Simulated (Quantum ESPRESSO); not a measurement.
## InGa3O4FN (input and log of a self-consistent run)

A calculation, not a measurement. The program is pw.x of Quantum ESPRESSO 7.5 (plane-wave density functional theory). The cell is made up: 10 atoms on a corundum lattice, with randomly drawn elements, strain and displacements, not relaxed. PseudoDojo standard norm-conserving files (v0.5 for PBE, v0.4.1 for LDA and PBEsol) set the functional; there is no spin polarisation, spin-orbit coupling or dispersion term, and the masses in the input are unused placeholders.

Input:

```
&control calculation='scf', pseudo_dir='./dojo.nc.sr.pbe.v0_5.standard.upf', outdir='./o', disk_io='low', tprnfor=.true., tstress=.true. /
&system ibrav=0, nat=10, ntyp=5, nbnd=50, ecutwfc=105.61755193, nosym=.true., tot_charge=0,
 occupations='smearing', smearing='fd', degauss=0.0018374661
/
&electrons conv_thr=7.350e-09, electron_maxstep=60, /
ATOMIC_SPECIES
F 1.0 F.upf
Ga 1.0 Ga.upf
In 1.0 In.upf
N 1.0 N.upf
O 1.0 O.upf
CELL_PARAMETERS angstrom
2.6329 1.4002 4.5842
-2.5773 1.4112 4.5495
0.0373 -3.0215 4.6348
ATOMIC_POSITIONS angstrom
In 0.0218 -0.0028 4.8725
Ga 0.0707 0.0276 1.9528
Ga -0.0284 -0.1315 8.9373
Ga 0.0122 -0.2512 11.7531
O -0.9307 1.4288 8.0527
O -0.7053 -1.6723 8.0062
O 1.9421 0.0629 7.97
F 1.0684 -1.5362 5.8195
N 0.7675 1.5794 5.7239
O -1.7776 -0.092 5.6823
K_POINTS automatic
7 7 7 1 1 1
```

The log is shortened where brackets say so; the opening notice, blank lines, dates and the lines on written files are dropped, and the path of the files is cut. It prints rydbergs, bohrs and kilobars, and counts compression as positive stress.

```
     Program PWSCF v.7.5
     Parallel version (MPI & OpenMP), running on       4 processor cores
     Number of MPI processes:                 4
     Threads/MPI process:                     1
     [start-up lines left out]
     bravais-lattice index     =            0
     lattice parameter (alat)  =      10.3345  a.u.
     unit-cell volume          =     714.2043 (a.u.)^3
     number of atoms/cell      =           10
     number of atomic types    =            5
     number of electrons       =        88.00
     number of Kohn-Sham states=           50
     kinetic-energy cutoff     =     105.6176  Ry
     charge density cutoff     =     422.4702  Ry
     scf convergence threshold =      7.3E-09
     mixing beta               =       0.7000
     number of iterations used =            8  plain     mixing
     Exchange-correlation= PBE
                           (   1   4   3   4   0   0   0)
     [axes and pseudopotential details left out]
   Cartesian axes
     site n.     atom                  positions (alat units)
         1        In     tau(   1) = (   0.0039863  -0.0005120   0.8909657  )
         2        Ga     tau(   2) = (   0.0129279   0.0050468   0.3570811  )
         3        Ga     tau(   3) = (  -0.0051931  -0.0240456   1.6342386  )
         4        Ga     tau(   4) = (   0.0022308  -0.0459334   2.1491244  )
         5        O      tau(   5) = (  -0.1701840   0.2612646   1.4724842  )
         6        O      tau(   6) = (  -0.1289683  -0.3057900   1.4639814  )
         7        O      tau(   7) = (   0.3551246   0.0115016   1.4573620  )
         8        F      tau(   8) = (   0.1953633  -0.2809033   1.0641303  )
         9        N      tau(   9) = (   0.1403420   0.2888027   1.0466493  )
        10        O      tau(  10) = (  -0.3250448  -0.0168227   1.0390424  )
     number of k points=   172  Fermi-Dirac smearing, width (Ry)=  0.0018
     Number of k-points >= 100: set verbosity='high' to print them.
     Dense  grid:   104757 G-vectors     FFT dimensions: (  72,  72,  72)
     Estimated max dynamical RAM per process >     599.16 MB
     Estimated total dynamical RAM >       2.27 GB
     Initial potential from superposition of free atoms
     starting charge      87.9881, renormalised to      88.0000
     Starting wfcs are   60 randomized atomic wfcs
     total cpu time spent up to now is       23.0 secs
     per-process dynamical memory:   539.2 Mb
     Self-consistent Calculation
     iteration #  1     ecut=   105.62 Ry     beta= 0.70
     Davidson diagonalization with overlap
     ethr =  1.00E-02,  avg # of iterations =  2.6
     total cpu time spent up to now is       72.8 secs
     total energy              =    -792.94769767 Ry
     estimated scf accuracy    <       2.53315505 Ry
     iteration #  2     ecut=   105.62 Ry     beta= 0.70
     Davidson diagonalization with overlap
     ethr =  2.88E-03,  avg # of iterations =  3.1
     total cpu time spent up to now is      130.4 secs
     total energy              =    -793.52946948 Ry
     estimated scf accuracy    <       3.28023781 Ry
     iteration #  3     ecut=   105.62 Ry     beta= 0.70
     Davidson diagonalization with overlap
     ethr =  2.88E-03,  avg # of iterations =  2.0
     total cpu time spent up to now is      180.4 secs
     total energy              =    -794.13757483 Ry
     estimated scf accuracy    <       0.11073049 Ry
     iteration #  4     ecut=   105.62 Ry     beta= 0.70
     Davidson diagonalization with overlap
     ethr =  1.26E-04,  avg # of iterations =  4.6
     total cpu time spent up to now is      233.6 secs
     total energy              =    -794.16677482 Ry
     estimated scf accuracy    <       0.00658564 Ry
     iteration #  5     ecut=   105.62 Ry     beta= 0.70
     Davidson diagonalization with overlap
     ethr =  7.48E-06,  avg # of iterations =  7.6
     total cpu time spent up to now is      295.9 secs
     total energy              =    -794.16769000 Ry
     estimated scf accuracy    <       0.00519599 Ry
     [iterations 6 to 8 left out]
     iteration #  9     ecut=   105.62 Ry     beta= 0.70
     Davidson diagonalization with overlap
     ethr =  1.49E-08,  avg # of iterations =  3.5
     total cpu time spent up to now is      491.1 secs
     total energy              =    -794.16851226 Ry
     estimated scf accuracy    <       0.00000210 Ry
     iteration # 10     ecut=   105.62 Ry     beta= 0.70
     Davidson diagonalization with overlap
     ethr =  2.39E-09,  avg # of iterations =  2.0
     total cpu time spent up to now is      534.6 secs
     total energy              =    -794.16851224 Ry
     estimated scf accuracy    <       0.00000048 Ry
     iteration # 11     ecut=   105.62 Ry     beta= 0.70
     Davidson diagonalization with overlap
     ethr =  5.46E-10,  avg # of iterations =  2.0
     total cpu time spent up to now is      585.2 secs
     total energy              =    -794.16851234 Ry
     estimated scf accuracy    <       0.00000003 Ry
     iteration # 12     ecut=   105.62 Ry     beta= 0.70
     Davidson diagonalization with overlap
     ethr =  3.79E-11,  avg # of iterations =  4.5
     total cpu time spent up to now is      647.5 secs
     total energy              =    -794.16851235 Ry
     estimated scf accuracy    <       0.00000004 Ry
     iteration # 13     ecut=   105.62 Ry     beta= 0.70
     Davidson diagonalization with overlap
     ethr =  3.79E-11,  avg # of iterations =  2.0
     total cpu time spent up to now is      696.3 secs
     End of self-consistent calculation
     [lines on levels left out]
!    total energy              =    -794.16851235 Ry
     estimated scf accuracy    <          1.9E-09 Ry
     smearing contrib. (-TS)   =      -0.00000000 Ry
     internal energy E=F+TS    =    -794.16851235 Ry
     The total energy is F=E-TS. E is the sum of the following terms:
     one-electron contribution =    -215.36131634 Ry
     hartree contribution      =     190.08914549 Ry
     xc contribution           =    -217.31510953 Ry
     ewald contribution        =    -551.58123198 Ry
     convergence has been achieved in  13 iterations
     Forces acting on atoms (cartesian axes, Ry/au):
     atom    1 type  3   force =    -0.03322750   -0.00863737   -0.03422858
     atom    2 type  2   force =    -0.13800149   -0.08196738    0.03485903
     atom    3 type  2   force =     0.12734111    0.00157920   -0.05882640
     atom    4 type  2   force =     0.12978835    0.02528801    0.04885892
     atom    5 type  5   force =     0.01082649   -0.04443152   -0.02231887
     atom    6 type  5   force =    -0.02978139    0.04871853   -0.03944848
     atom    7 type  5   force =    -0.02374104   -0.05989118   -0.02730969
     atom    8 type  1   force =    -0.00037328   -0.01392654    0.00560984
     atom    9 type  4   force =     0.06573415    0.15205224    0.06183678
     atom   10 type  5   force =    -0.10856540   -0.01878397    0.03096745
     Total force =     0.354641     Total SCF correction =     0.000076
     Computing stress (Cartesian axis) and pressure
          total   stress  (Ry/bohr**3)                   (kbar)     P=      160.36
   0.00114618   0.00040355  -0.00027010          168.61       59.36      -39.73
   0.00040355   0.00094487  -0.00008329           59.36      139.00      -12.25
  -0.00027010  -0.00008329   0.00117928          -39.73      -12.25      173.48
     init_run     :     19.58s CPU     20.36s WALL (       1 calls)
     electrons    :    669.66s CPU    673.47s WALL (       1 calls)
     forces       :      7.24s CPU      7.27s WALL (       1 calls)
     stress       :     21.53s CPU     21.53s WALL (       1 calls)
     [timing details left out]
     PWSCF        :  12m 0.85s CPU  12m 5.64s WALL
     JOB DONE.
```

In other units: free energy -10805.213 eV for the cell, pressure 16.04 GPa, largest force component 3.909 eV/Å. This run is the check on a run of the same cell at a cutoff of 1143 eV and k mesh 5 x 5 x 5: rerunning at a cutoff of 1437 eV and k mesh 7 x 7 x 7 moved values by no more than 0.004 eV in energy, 0.02 GPa in stress and 0.002 eV/Å in force.